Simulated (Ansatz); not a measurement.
Te3Pt2:
```
Te3Pt2
1.0
    3.48222     2.01033     0.00000
   -3.48222     2.01033     0.00000
   -2.32553     0.00000    17.76090
Te Pt
6 4
Direct
  0.24492   0.75508   0.73379
  0.75508   0.24492   0.26621
  0.96338   0.03662   0.89042
  0.03662   0.96338   0.10958
  0.85984   0.14016   0.57885
  0.14016   0.85984   0.42115
  0.55210   0.44790   0.65555
  0.44790   0.55210   0.34445
  0.34717   0.65283   0.04137
  0.65283   0.34717   0.95863
```

Relaxed with r²SCAN.

Which orbitals make up the states near the Fermi level in r²SCAN (plane waves, PAW; program Ansatz)?

Within 0.5 eV of the Fermi level: Te 5p 65 %, Pt 5d 25 %. Projections are on Löwdin-orthogonalised atomic valence shells; empty p or d shells of many metals are not among them.

Tabulate the density of states.

States/eV per cell of 10 atoms, in 0.25 eV bins, energy from the Fermi level.

| E (eV) | total | Pt 5d | Te 5p | Pt 6s |
|---|---|---|---|---|
| -7.85 | 0.00 | 0.00 | 0.00 | 0.00 |
| -7.60 | 0.00 | 0.00 | 0.00 | 0.00 |
| -7.35 | 0.00 | 0.00 | 0.00 | 0.00 |
| -7.10 | 0.84 | 0.16 | 0.49 | 0.16 |
| -6.85 | 2.79 | 0.54 | 1.57 | 0.56 |
| -6.60 | 7.27 | 1.31 | 3.87 | 1.75 |
| -6.35 | 7.37 | 2.08 | 3.70 | 1.19 |
| -6.10 | 8.45 | 3.55 | 4.09 | 0.55 |
| -5.85 | 10.23 | 4.88 | 4.68 | 0.39 |
| -5.60 | 13.48 | 7.97 | 4.98 | 0.26 |
| -5.35 | 13.37 | 7.63 | 4.85 | 0.41 |
| -5.10 | 11.92 | 6.84 | 4.17 | 0.44 |
| -4.85 | 8.79 | 5.40 | 2.81 | 0.28 |
| -4.60 | 11.47 | 7.27 | 3.43 | 0.33 |
| -4.35 | 16.10 | 10.62 | 4.46 | 0.35 |
| -4.10 | 12.83 | 9.90 | 2.35 | 0.23 |
| -3.85 | 9.16 | 6.71 | 1.95 | 0.22 |
| -3.60 | 15.89 | 12.59 | 2.36 | 0.51 |
| -3.35 | 10.11 | 6.72 | 2.53 | 0.36 |
| -3.10 | 6.31 | 3.70 | 2.15 | 0.17 |
| -2.85 | 11.35 | 6.71 | 4.01 | 0.27 |
| -2.60 | 12.19 | 7.79 | 3.84 | 0.21 |
| -2.35 | 10.28 | 5.88 | 3.91 | 0.13 |
| -2.10 | 11.78 | 7.50 | 3.68 | 0.18 |
| -1.85 | 11.02 | 6.16 | 4.04 | 0.32 |
| -1.60 | 7.44 | 2.41 | 4.43 | 0.18 |
| -1.35 | 5.33 | 1.41 | 3.51 | 0.10 |
| -1.10 | 5.69 | 1.35 | 3.87 | 0.11 |
| -0.85 | 5.59 | 1.15 | 3.97 | 0.11 |
| -0.60 | 3.49 | 0.78 | 2.38 | 0.07 |
| -0.35 | 3.09 | 0.69 | 2.08 | 0.07 |
| -0.10 | 2.77 | 0.64 | 1.85 | 0.05 |
| 0.15 | 2.46 | 0.61 | 1.61 | 0.04 |
| 0.40 | 3.82 | 1.10 | 2.32 | 0.06 |
| 0.65 | 6.75 | 1.83 | 4.16 | 0.17 |
| 0.90 | 3.78 | 0.98 | 2.43 | 0.08 |
| 1.15 | 6.89 | 1.89 | 4.43 | 0.12 |
| 1.40 | 7.08 | 1.73 | 4.72 | 0.16 |
| 1.65 | 7.64 | 1.84 | 5.23 | 0.13 |
| 1.90 | 4.64 | 1.34 | 3.03 | 0.05 |
| 2.15 | 3.48 | 1.11 | 2.22 | 0.02 |
| 2.40 | 1.09 | 0.36 | 0.70 | 0.00 |
| 2.65 | 0.13 | 0.01 | 0.06 | 0.04 |
| 2.90 | 2.91 | 0.39 | 1.08 | 0.90 |
| 3.15 | 3.51 | 0.45 | 1.29 | 1.13 |
| 3.40 | 1.82 | 0.19 | 0.64 | 0.62 |
| 3.65 | 3.26 | 0.17 | 1.02 | 1.20 |
| 3.90 | 4.02 | 0.15 | 1.24 | 1.36 |
| 4.15 | 3.15 | 0.09 | 0.87 | 0.98 |
| 4.40 | 3.66 | 0.10 | 0.94 | 1.08 |
| 4.65 | 3.89 | 0.21 | 0.82 | 1.24 |

Space group R-3m. The workflow started from a Materials Project entry (that database holds measured and hypothetical structures alike); the Crystallography Open Database files this formula in space group No. 166, but the cells were not matched. Its standing as an ambient phase is unchecked. The cell was relaxed with r²SCAN under the symmetry of its start; whether a distortion lowers the energy is not shown. The run is not spin-polarised. A crystal of weakly bound layers computed without a dispersion correction: the cell and the soft elastic constants depend strongly on that. Spin–orbit coupling is left out wherever it is not named.

Potentials: the later of the program's two PAW sets.
